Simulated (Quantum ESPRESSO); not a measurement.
## GaSi3O7F (one run as intended and one with a planted mistake)

Simulated, not a measurement. The program is pw.x of Quantum ESPRESSO 7.5 (plane-wave density functional theory). The cell is made up: 12 atoms on a rutile lattice, with randomly drawn elements, strain and displacements, not relaxed. PseudoDojo standard norm-conserving files (v0.5 for PBE, v0.4.1 for LDA and PBEsol) set the functional; there is no spin polarisation, spin-orbit coupling or dispersion term, and the masses in the input are unused placeholders.

Intended input:

```
&control calculation='scf', pseudo_dir='./dojo.nc.sr.pbe.v0_5.standard.upf', outdir='./o', disk_io='low', tprnfor=.true., tstress=.true. /
&system ibrav=0, nat=12, ntyp=4, nbnd=43, ecutwfc=84.00895049, nosym=.true., tot_charge=0,
 occupations='smearing', smearing='fd', degauss=0.0018374661
/
&electrons conv_thr=7.350e-09, electron_maxstep=60, /
ATOMIC_SPECIES
F 1.0 F.upf
Ga 1.0 Ga.upf
O 1.0 O.upf
Si 1.0 Si.upf
CELL_PARAMETERS angstrom
4.2441 0.0242 -0.0132
0.0242 4.2425 0.0082
-0.0168 0.0104 5.5682
ATOMIC_POSITIONS angstrom
Ga -0.1608 0.0325 0.0664
Si 1.9732 2.0589 1.4317
Si -0.0806 0.1378 2.7496
Si 2.0008 2.0585 4.2394
O 1.3743 1.3078 -0.0487
O 2.9252 2.9596 -0.1296
O 3.3017 0.7443 1.4306
O 0.7507 3.3797 1.3132
O 1.3025 1.284 2.7916
O 2.9611 2.9686 2.7986
F 3.435 0.7904 4.1413
O 0.8303 3.3919 4.1223
K_POINTS automatic
5 5 4 1 1 1
```

The log is shortened where brackets say so; the opening notice, blank lines, dates and the lines on written files are dropped, and the path of the files is cut. It prints rydbergs, bohrs and kilobars, and counts compression as positive stress. Where no state is partly filled, the Fermi energy that it prints is only some level between the filled and the empty states on the mesh, and need not lie in the true gap.

Log of the intended run:

```
     Program PWSCF v.7.5
     Parallel version (MPI & OpenMP), running on       4 processor cores
     Number of MPI processes:                 4
     Threads/MPI process:                     1
     [start-up lines left out]
     bravais-lattice index     =            0
     lattice parameter (alat)  =       8.0204  a.u.
     unit-cell volume          =     676.5487 (a.u.)^3
     number of atoms/cell      =           12
     number of atomic types    =            4
     number of electrons       =        74.00
     number of Kohn-Sham states=           43
     kinetic-energy cutoff     =      84.0090  Ry
     charge density cutoff     =     336.0358  Ry
     scf convergence threshold =      7.3E-09
     mixing beta               =       0.7000
     number of iterations used =            8  plain     mixing
     Exchange-correlation= PBE
                           (   1   4   3   4   0   0   0)
     [axes and pseudopotential details left out]
   Cartesian axes
     site n.     atom                  positions (alat units)
         1        Ga     tau(   1) = (  -0.0378871   0.0076575   0.0156449  )
         2        Si     tau(   2) = (   0.4649180   0.4851103   0.3373318  )
         3        Si     tau(   3) = (  -0.0189907   0.0324679   0.6478504  )
         4        Si     tau(   4) = (   0.4714210   0.4850160   0.9988715  )
         5        O      tau(   5) = (   0.3238074   0.3081389  -0.0114745  )
         6        O      tau(   6) = (   0.6892246   0.6973298  -0.0305359  )
         7        O      tau(   7) = (   0.7779342   0.1753692   0.3370726  )
         8        O      tau(   8) = (   0.1768771   0.7963122   0.3094113  )
         9        O      tau(   9) = (   0.3068902   0.3025313   0.6577463  )
        10        O      tau(  10) = (   0.6976833   0.6994504   0.6593956  )
        11        F      tau(  11) = (   0.8093418   0.1862311   0.9757576  )
        12        O      tau(  12) = (   0.1956322   0.7991867   0.9712808  )
     number of k points=    50  Fermi-Dirac smearing, width (Ry)=  0.0018
                       cart. coord. in units 2pi/alat
        k(    1) = (   0.0997327   0.0992866   0.0953929), wk =   0.0400000
        k(    2) = (   0.1003275   0.0989148   0.2859502), wk =   0.0400000
     [further k points left out]
     Dense  grid:    70437 G-vectors     FFT dimensions: (  48,  48,  64)
     Estimated max dynamical RAM per process >     179.72 MB
     Estimated total dynamical RAM >     667.30 MB
     Initial potential from superposition of free atoms
     starting charge      73.9955, renormalised to      74.0000
     Starting wfcs are   53 randomized atomic wfcs
     total cpu time spent up to now is        4.9 secs
     per-process dynamical memory:   141.0 Mb
     Self-consistent Calculation
     iteration #  1     ecut=    84.01 Ry     beta= 0.70
     Davidson diagonalization with overlap
     ethr =  1.00E-02,  avg # of iterations =  2.9
     total cpu time spent up to now is       14.0 secs
     total energy              =    -458.62156391 Ry
     estimated scf accuracy    <       2.59563915 Ry
     iteration #  2     ecut=    84.01 Ry     beta= 0.70
     Davidson diagonalization with overlap
     ethr =  3.51E-03,  avg # of iterations =  2.1
     total cpu time spent up to now is       22.4 secs
     total energy              =    -459.38895481 Ry
     estimated scf accuracy    <       1.65709047 Ry
     [iterations 3 to 10 left out]
     iteration # 11     ecut=    84.01 Ry     beta= 0.70
     Davidson diagonalization with overlap
     ethr =  4.49E-11,  avg # of iterations =  2.0
     total cpu time spent up to now is      111.1 secs
     total energy              =    -459.69911916 Ry
     estimated scf accuracy    <       0.00000001 Ry
     iteration # 12     ecut=    84.01 Ry     beta= 0.70
     Davidson diagonalization with overlap
     ethr =  1.44E-11,  avg # of iterations =  2.0
     total cpu time spent up to now is      118.5 secs
     End of self-consistent calculation
     [lines on levels left out]
     the Fermi energy is    13.0603 ev
!    total energy              =    -459.69911916 Ry
     estimated scf accuracy    <          1.7E-09 Ry
     smearing contrib. (-TS)   =       0.00000000 Ry
     internal energy E=F+TS    =    -459.69911916 Ry
     The total energy is F=E-TS. E is the sum of the following terms:
     one-electron contribution =    -123.81924163 Ry
     hartree contribution      =     123.08056716 Ry
     xc contribution           =    -122.64910341 Ry
     ewald contribution        =    -336.31134128 Ry
     convergence has been achieved in  12 iterations
     Forces acting on atoms (cartesian axes, Ry/au):
     atom    1 type  2   force =     0.14953244   -0.12385491   -0.05269851
     atom    2 type  4   force =     0.08478966    0.15815318   -0.06095272
     atom    3 type  4   force =     0.11851156   -0.27549947   -0.04244224
     atom    4 type  4   force =    -0.00150595    0.29220151   -0.07143315
     atom    5 type  3   force =    -0.05085167   -0.06449302    0.06387189
     atom    6 type  3   force =    -0.08635662   -0.13744811    0.02712507
     atom    7 type  3   force =    -0.09596025    0.16955882    0.12699429
     atom    8 type  3   force =     0.10152099   -0.06702321    0.16573470
     atom    9 type  3   force =    -0.05661899   -0.04191314    0.03194914
     atom   10 type  3   force =    -0.04490246   -0.06309740   -0.00620413
     atom   11 type  1   force =    -0.09340747    0.12044506   -0.11771388
     atom   12 type  3   force =    -0.02475124    0.03297069   -0.06423046
     Total force =     0.669196     Total SCF correction =     0.000037
     Computing stress (Cartesian axis) and pressure
          total   stress  (Ry/bohr**3)                   (kbar)     P=      168.36
   0.00123918  -0.00018819  -0.00018823          182.29      -27.68      -27.69
  -0.00018819   0.00066083  -0.00027223          -27.68       97.21      -40.05
  -0.00018823  -0.00027223   0.00153336          -27.69      -40.05      225.56
     init_run     :      4.50s CPU      4.74s WALL (       1 calls)
     electrons    :    113.09s CPU    113.66s WALL (       1 calls)
     forces       :      1.42s CPU      1.44s WALL (       1 calls)
     stress       :      5.01s CPU      5.03s WALL (       1 calls)
     [timing details left out]
     PWSCF        :   2m 4.26s CPU   2m 5.15s WALL
     JOB DONE.
```

A second run has one planted mistake: the k-point mesh is too coarse. The input lines that differ, file-writing options aside:

```
- 5 5 4 1 1 1
+ 2 2 2 1 1 1
```

Its log:

```
     Program PWSCF v.7.5
     Parallel version (MPI & OpenMP), running on       4 processor cores
     Number of MPI processes:                 4
     Threads/MPI process:                     1
     [start-up lines left out]
     bravais-lattice index     =            0
     lattice parameter (alat)  =       8.0204  a.u.
     unit-cell volume          =     676.5487 (a.u.)^3
     number of atoms/cell      =           12
     number of atomic types    =            4
     number of electrons       =        74.00
     number of Kohn-Sham states=           43
     kinetic-energy cutoff     =      84.0090  Ry
     charge density cutoff     =     336.0358  Ry
     scf convergence threshold =      7.3E-09
     mixing beta               =       0.7000
     number of iterations used =            8  plain     mixing
     Exchange-correlation= PBE
                           (   1   4   3   4   0   0   0)
     [axes and pseudopotential details left out]
   Cartesian axes
     site n.     atom                  positions (alat units)
         1        Ga     tau(   1) = (  -0.0378871   0.0076575   0.0156449  )
         2        Si     tau(   2) = (   0.4649180   0.4851103   0.3373318  )
         3        Si     tau(   3) = (  -0.0189907   0.0324679   0.6478504  )
         4        Si     tau(   4) = (   0.4714210   0.4850160   0.9988715  )
         5        O      tau(   5) = (   0.3238074   0.3081389  -0.0114745  )
         6        O      tau(   6) = (   0.6892246   0.6973298  -0.0305359  )
         7        O      tau(   7) = (   0.7779342   0.1753692   0.3370726  )
         8        O      tau(   8) = (   0.1768771   0.7963122   0.3094113  )
         9        O      tau(   9) = (   0.3068902   0.3025313   0.6577463  )
        10        O      tau(  10) = (   0.6976833   0.6994504   0.6593956  )
        11        F      tau(  11) = (   0.8093418   0.1862311   0.9757576  )
        12        O      tau(  12) = (   0.1956322   0.7991867   0.9712808  )
     number of k points=     4  Fermi-Dirac smearing, width (Ry)=  0.0018
                       cart. coord. in units 2pi/alat
        k(    1) = (   0.2491830   0.2483093   0.1908429), wk =   0.5000000
        k(    2) = (   0.2479934   0.2490527  -0.1902718), wk =   0.5000000
     [further k points left out]
     Dense  grid:    70437 G-vectors     FFT dimensions: (  48,  48,  64)
     Estimated max dynamical RAM per process >     104.69 MB
     Estimated total dynamical RAM >     367.16 MB
     Initial potential from superposition of free atoms
     starting charge      73.9955, renormalised to      74.0000
     Starting wfcs are   53 randomized atomic wfcs
     total cpu time spent up to now is        2.0 secs
     per-process dynamical memory:    68.6 Mb
     Self-consistent Calculation
     iteration #  1     ecut=    84.01 Ry     beta= 0.70
     Davidson diagonalization with overlap
     ethr =  1.00E-02,  avg # of iterations =  3.0
     total cpu time spent up to now is        2.7 secs
     total energy              =    -458.62529347 Ry
     estimated scf accuracy    <       2.59257894 Ry
     iteration #  2     ecut=    84.01 Ry     beta= 0.70
     Davidson diagonalization with overlap
     ethr =  3.50E-03,  avg # of iterations =  2.0
     total cpu time spent up to now is        3.4 secs
     total energy              =    -459.39138290 Ry
     estimated scf accuracy    <       1.65932238 Ry
     [iterations 3 to 10 left out]
     iteration # 11     ecut=    84.01 Ry     beta= 0.70
     Davidson diagonalization with overlap
     ethr =  4.45E-11,  avg # of iterations =  2.0
     total cpu time spent up to now is        9.7 secs
     total energy              =    -459.70176989 Ry
     estimated scf accuracy    <       0.00000001 Ry
     iteration # 12     ecut=    84.01 Ry     beta= 0.70
     Davidson diagonalization with overlap
     ethr =  1.46E-11,  avg # of iterations =  2.0
     total cpu time spent up to now is       10.2 secs
     End of self-consistent calculation
     [lines on levels left out]
     the Fermi energy is    12.7290 ev
!    total energy              =    -459.70176989 Ry
     estimated scf accuracy    <          1.9E-09 Ry
     smearing contrib. (-TS)   =       0.00000000 Ry
     internal energy E=F+TS    =    -459.70176989 Ry
     The total energy is F=E-TS. E is the sum of the following terms:
     one-electron contribution =    -123.81246526 Ry
     hartree contribution      =     123.06785964 Ry
     xc contribution           =    -122.64582299 Ry
     ewald contribution        =    -336.31134128 Ry
     convergence has been achieved in  12 iterations
     Forces acting on atoms (cartesian axes, Ry/au):
     atom    1 type  2   force =     0.14960668   -0.12369701   -0.05271220
     atom    2 type  4   force =     0.08476175    0.15819089   -0.06106110
     atom    3 type  4   force =     0.11863787   -0.27534443   -0.04254400
     atom    4 type  4   force =    -0.00145085    0.29216499   -0.07127037
     atom    5 type  3   force =    -0.05123258   -0.06501610    0.06415995
     atom    6 type  3   force =    -0.08594225   -0.13720900    0.02696153
     atom    7 type  3   force =    -0.09653990    0.17000009    0.12679580
     atom    8 type  3   force =     0.10183017   -0.06722068    0.16566043
     atom    9 type  3   force =    -0.05727307   -0.04248842    0.03178886
     atom   10 type  3   force =    -0.04443648   -0.06251929   -0.00586795
     atom   11 type  1   force =    -0.09374836    0.12078079   -0.11782389
     atom   12 type  3   force =    -0.02421297    0.03235818   -0.06408704
     Total force =     0.669395     Total SCF correction =     0.000039
     Computing stress (Cartesian axis) and pressure
          total   stress  (Ry/bohr**3)                   (kbar)     P=      168.52
   0.00124671  -0.00018893  -0.00018757          183.40      -27.79      -27.59
  -0.00018893   0.00066674  -0.00027208          -27.79       98.08      -40.03
  -0.00018757  -0.00027208   0.00152333          -27.59      -40.03      224.09
     init_run     :      1.74s CPU      1.79s WALL (       1 calls)
     electrons    :      8.20s CPU      8.26s WALL (       1 calls)
     forces       :      0.38s CPU      0.41s WALL (       1 calls)
     stress       :      0.57s CPU      0.57s WALL (       1 calls)
     [timing details left out]
     PWSCF        :     11.08s CPU     11.25s WALL
     JOB DONE.
```

|  | intended run | run with the mistake |
| --- | --- | --- |
| free energy (eV) | -6254.525 | -6254.561 |
| smearing term -TS (eV) | 0.0000 | 0.0000 |
| pressure (GPa) | 16.84 | 16.85 |
| largest force component (eV/Å) | 7.513 | 7.512 |
| largest change of a force component (eV/Å) |  | 0.017 |
| iterations | 12 | 12 |

For scale, a rerun of the intended cell at 1437 eV and a 7 x 7 x 6 mesh moved values by no more than 0.004 eV in energy, 0.04 GPa in stress and 0.003 eV/Å in force.